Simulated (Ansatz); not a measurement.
Relaxed-ion elastic tensor of Mo3Ir (Cu3Au type, Pm-3m) in GPa (Voigt order), the program Ansatz at the PBEsol level (PAW); density 13.30 g/cm³, 14.99 Å³ per atom.

```
392  253  253  0.0  0.0  0.0
253  392  253  0.0  0.0  0.0
253  253  392  0.0  0.0  0.0
0.0  0.0  0.0  156  0.0  0.0
0.0  0.0  0.0  0.0  156  0.0
0.0  0.0  0.0  0.0  0.0  156
```

**Question.** Is the crystal mechanically stable?

**Answer.** Yes: the smallest eigenvalue of C is 139 GPa.

**Question.** Work out the Voigt, Reuss and Hill averages.

**Answer.** K_V = 300, K_R = 300, K_H = 300; G_V = 122, G_R = 104, G_H = 113 GPa.

**Question.** Give Young's modulus, Poisson's ratio, Pugh's ratio and the universal anisotropy index.

**Answer.** E = 9KG/(3K + G) = 301 GPa; ν = 0.33; K/G = 2.65 (ductile by the Pugh limit of 1.75); A_U = 5G_V/G_R + K_V/K_R − 6 = 0.83.

**Question.** Estimate the sound speeds and the Debye temperature.

**Answer.** v_l = √((K + 4G/3)/ρ) = 5820 m/s, v_t = √(G/ρ) = 2920 m/s, mean 3270 m/s; Θ = (h/k)(3n/4πV)^(1/3) v_m = 395 K.

**Question.** Give the Zener ratio and Young's modulus along [100], [110] and [111].

**Answer.** A = 2C44/(C11 − C12) = 2.25; 1/E = S11 − 2(S11 − S12 − S44/2)Γ with Γ = 0, 1/4, 1/3 gives 194, 316, 400 GPa.

The cell is a constructed one: a structure type filled with these elements; neither database checked (COD, Materials Project) lists it. Whether it is the stable phase at ambient conditions was not checked. The cell was relaxed with PBEsol under the symmetry of its start; whether a distortion lowers the energy is not shown. The run is not spin-polarised. As this level gives no gap, shear constants depend on the k-mesh and smearing (Fermi–Dirac, 0.1 eV here). Scalar-relativistic: spin–orbit coupling is off unless named, which matters more the heavier the elements.

Potentials: the earlier of the program's two PAW sets. The files were generated under PBE; for other functionals the program regenerates the frozen cores, and for LDA and PBEsol the local potential too.
